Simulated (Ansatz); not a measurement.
WC:
```xyz
2
Lattice="2.8986 0.0000 0.0000 -1.4493 2.5103 0.0000 0.0000 0.0000 2.8275" Properties=species:S:1:pos:R:3 pbc="T T T"
W      0.0000     0.0000     0.0000
C      1.4493     0.8368     1.4137
```

Relaxed with PBEsol. Special points in fractions of this cell's reciprocal vectors: Γ (0.000, 0.000, 0.000); M (0.500, 0.000, 0.000); K (0.333, 0.333, 0.000); A (0.000, 0.000, 0.500); L (0.500, 0.000, 0.500); H (0.333, 0.333, 0.500).

Question: List the band energies nearest the Fermi level at these points for PBEsol with spin–orbit coupling in the plane-wave PAW code Ansatz.

Answer: In eV from the Fermi level; about four levels below and three above (degenerate sets whole), none deeper than 8.9 eV; points with the same levels are listed once.

```tsv
k	below	above
Γ	-3.56 -3.56 -3.26 -3.26	0.05 0.05 3.07 3.07
M	-3.64 -3.64 -0.48 -0.48	2.35 2.35 4.43 4.43
K	-4.98 -4.35 -3.58 -3.44	0.37 0.71 0.76
A	-0.88 -0.88 -0.32 -0.32	3.64 3.64 4.53 4.53
L	-4.41 -4.41 -4.26 -4.26	0.25 0.25 4.45 4.45
H	-1.86 -1.60 -0.72 -0.52	4.36 4.43 6.42
```

Space group P-6m2. Symmetry was held in the PBEsol relaxation; of distortions, only those at the zone centre were tested. The run is not spin-polarised.

Potentials: the earlier of the program's two PAW sets.
